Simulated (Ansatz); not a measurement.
## Y: computed property card

Y:
```cif
data_Y
_chemical_formula_sum 'Y1'
_space_group_name_H-M_alt 'P 1'
_space_group_IT_number 1
_cell_length_a 3.46608
_cell_length_b 3.46608
_cell_length_c 3.46608
_cell_angle_alpha 60.000
_cell_angle_beta 60.000
_cell_angle_gamma 60.000
loop_
_space_group_symop_operation_xyz
  'x, y, z'
loop_
_atom_site_label
_atom_site_type_symbol
_atom_site_fract_x
_atom_site_fract_y
_atom_site_fract_z
_atom_site_occupancy
Y1 Y 0.00000 0.00000 0.00000 1
```

Space group Fm-3m (No. 225), fcc (Cu type); conventional cell a = 4.902 Å, b = 4.902 Å, c = 4.902 Å, α = 90.00°, β = 90.00°, γ = 90.00°.

Method: DFT-LDA in the program Ansatz with PAW potentials. The cell and atoms are relaxed at this level. Other levels are named where they apply.

### Cell and energy

```
Property              Value
---------------  ----------
Volume per atom    29.44 Å³
Density          5.01 g/cm³
```

### Electronic structure

```
Item                                                                        Value
------------------------------------  -------------------------------------------
Electronic character                                            metallic (no gap)
Density of states at the Fermi level  1.3 states/eV per atom (mean over ±0.08 eV)
```

### Mechanics

```
Property                                                                      Result
--------------------------------------------  --------------------------------------
Bulk modulus (Birch–Murnaghan fit)                                          453 kbar
Pressure derivative B′                                                           3.3
Elastic constants (relaxed ions, GPa)             C11 = 65.7, C12 = 34.8, C44 = 35.8
Mechanical stability                          stable (all eigenvalues of C positive)
Hill bulk and shear moduli                                         45.1 and 25.6 GPa
Young's modulus                                                             64.5 GPa
Poisson's ratio                                                                 0.26
Debye temperature from the elastic constants                                   242 K
```

### Phonons

```
Item                                                    Value
-------------------------------  ----------------------------
Dynamical stability on the path  stable (no imaginary branch)
Zero-point energy                               19.4 meV/atom
Vibrational entropy at 300 K          43.5 J/(K·mol of atoms)
```

The workflow started from a Materials Project entry (that database holds measured and hypothetical structures alike); the Crystallography Open Database files this formula in space group No. 225, but the cells were not matched. It is not the phase usual at ambient conditions (space group No. 194). The cell was relaxed with LDA under the symmetry of its start. No spin polarisation was allowed. As this level gives no gap, shear constants depend on the k-mesh and smearing (Fermi–Dirac, 0.1 eV here). As this level gives no gap, phonon frequencies hold no LO–TO term and depend on the k-mesh and smearing (Fermi–Dirac, 0.1 eV here). Scalar-relativistic: spin–orbit coupling is off unless named, which matters more the heavier the elements.

Potentials: the earlier of the program's two PAW sets. The files were generated under PBE; for other functionals the program regenerates the frozen cores, and for LDA and PBEsol the local potential too.
